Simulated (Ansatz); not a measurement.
The relaxed structure here is a generated cell of BeAu: the first start was made by a random draw of sites in a space group, and the end was not matched to a known phase here, so it may be hypothetical.

A relaxed cell of BeAu (P4₂mc (No. 105)), relaxed on a k-mesh at least as fine as the one used below. All values below come from PBEsol (plane waves to 420 eV, PAW, scalar-relativistic; Ansatz, a first-principles code). Γ-centred k-mesh 9×9×4 on the run's cell (coarser than for final values), Fermi–Dirac smearing 0.05 eV.

```xyz
8
Lattice="3.4929 0.0000 0.0000 0.0000 3.4929 0.0000 0.0000 0.0000 8.4996" Properties=species:S:1:pos:R:3 pbc="T T T"
Au     0.0000     0.0000     3.6596
Au     0.0000     0.0000     7.9094
Au     0.0000     1.7465     1.5223
Au     1.7465     0.0000     5.7721
Be     1.7465     1.7465     3.9511
Be     1.7465     1.7465     8.2009
Be     0.0000     1.7465     6.1467
Be     1.7465     0.0000     1.8969
```

Every atom was then displaced, and the forces became (eV/Å):

```json
[
 {"atom": "Au1", "Fx": "-0.52", "Fy": "-1.35", "Fz": "1.82"},
 {"atom": "Au2", "Fx": "-0.25", "Fy": "0.16", "Fz": "0.38"},
 {"atom": "Au3", "Fx": "-0.30", "Fy": "2.07", "Fz": "-2.26"},
 {"atom": "Au4", "Fx": "0.94", "Fy": "-0.15", "Fz": "-0.18"},
 {"atom": "Be5", "Fx": "-0.27", "Fy": "-0.03", "Fz": "0.15"},
 {"atom": "Be6", "Fx": "-0.16", "Fy": "-0.45", "Fz": "0.12"},
 {"atom": "Be7", "Fx": "-0.23", "Fy": "0.19", "Fz": "0.09"},
 {"atom": "Be8", "Fx": "0.78", "Fy": "-0.45", "Fz": "-0.14"}
]
```

**Question.** Which atom was moved farthest relative to the others, and in which direction?

**Answer.** Au3, by (0.13, -0.11, 0.14) Å (0.22 Å, mean shift removed); the next is Be5 with 0.13 Å. Its force makes an angle of 150° with its move.

All displacements (Å):

| atom | ux | uy | uz |
|---|---|---|---|
| Au1 | -0.047 | 0.080 | 0.027 |
| Au2 | -0.041 | -0.097 | 0.073 |
| Au3 | 0.101 | -0.154 | 0.173 |
| Au4 | -0.141 | -0.089 | 0.064 |
| Be5 | 0.039 | 0.020 | -0.063 |
| Be6 | 0.001 | 0.051 | -0.022 |
| Be7 | -0.034 | -0.127 | -0.046 |
| Be8 | -0.112 | -0.015 | 0.025 |

**Question.** Estimate the energy cost of the displacement in the harmonic approximation and compare with the calculation.

**Answer.** For a harmonic well ΔE = −½ Σ F·u = 0.517 eV a cell, or 65 meV/atom. The calculated energy relative to the undisplaced cell is +0.05 eV/atom, so the harmonic estimate holds well.

The undisplaced cell is probably no minimum: from this displacement the run went on to Pmm2 (No. 25), 0.07 eV/atom below it.

No spin polarisation in the result.
